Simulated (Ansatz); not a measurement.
# Data sheet: BiB (DFT)

BiB:
```cif
data_B4Bi4
_chemical_formula_sum 'Bi4 B4'
_space_group_name_H-M_alt 'Fm-3m'
_space_group_IT_number 225
_space_group_name_Hall '-F 4 2 3'
_cell_length_a 5.27684
_cell_length_b 5.27684
_cell_length_c 5.27684
_cell_angle_alpha 90.000
_cell_angle_beta 90.000
_cell_angle_gamma 90.000
loop_
_atom_site_label
_atom_site_type_symbol
_atom_site_symmetry_multiplicity
_atom_site_Wyckoff_symbol
_atom_site_fract_x
_atom_site_fract_y
_atom_site_fract_z
_atom_site_occupancy
Bi1 Bi 4 a 0.00000 0.00000 0.00000 1
B1 B 4 b 0.50000 0.50000 0.50000 1
```
(The calculation used a cell of 2 atoms; values per cell refer to that cell.)

Space group Fm-3m (No. 225), rock salt; conventional cell a = 5.2768 Å, b = 5.2768 Å, c = 5.2768 Å, α = 90.00°, β = 90.00°, γ = 90.00°.

Method: the program Ansatz at the PBE level (PAW). The cell and atoms are relaxed at this level. Other levels are named where they apply.

### Cell and energy

* **Volume per atom**: 18.37 Å³
* **Density**: 9.94 g/cm³
* **Formation energy from the elements (no fitted shifts)**: 1.20 eV/atom

### Electronic structure

* **Electronic character**: metallic (no gap)
* **Density of states at the Fermi level**: 0.50 states/eV per atom (mean over ±0.08 eV)

### Mechanics

* **Bulk modulus (Birch–Murnaghan fit)**: 81.7 GPa
* **Pressure derivative B′**: 4.3

The cell is a constructed one: a structure type filled with these elements; neither database checked (COD, Materials Project) lists it. Whether it is the stable phase at ambient conditions was not checked. Symmetry was held in the PBE relaxation; whether a distortion lowers the energy is not shown. The references are the lowest solids computed at this level, not always the standard phases. Scalar-relativistic: spin–orbit coupling is off unless named, which matters more the heavier the elements.

Potentials: the later of the program's two PAW sets.
